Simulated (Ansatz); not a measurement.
WSe2:
```xyz
6
Lattice="3.2790 0.0000 0.0000 -1.6395 2.8397 0.0000 0.0000 0.0000 12.7868" Properties=species:S:1:pos:R:3 pbc="T T T"
W      0.0000     1.8931     3.1967
W      1.6395     0.9466     9.5901
Se     0.0000     1.8931     7.9058
Se     1.6395     0.9466     1.5124
Se     0.0000     1.8931    11.2744
Se     1.6395     0.9466     4.8810
```

x, y and z are the axes in which the lattice vectors are written.

Give the high-frequency dielectric tensor and the Born effective charge tensors of the independent atoms from DFPT, PBE+D3(BJ) (plane waves, PAW; program Ansatz).


ε∞:
```
15.5  0.00  0.00
0.00  15.5  0.00
0.00  0.00  8.17
```
Z* of atom 1 (W), rows: field, columns: displacement, in e:
```
-1.25   0.00   0.00
 0.00  -1.25   0.00
 0.00   0.00  -0.83
```
Z* of atom 3 (Se), rows: field, columns: displacement, in e:
```
0.62  0.00  0.00
0.00  0.62  0.00
0.00  0.00  0.42
```

Static charges for comparison (Bader): W1 +1.07, Se3 -0.54 e. Born charges measure polarisation by displacement and can exceed these by far.

Space group P6_3/mmc. The cell was relaxed with PBE+D3(BJ) under the symmetry of its start. The run is not spin-polarised. Spin–orbit coupling is left out wherever it is not named.

Potentials: the later of the program's two PAW sets.
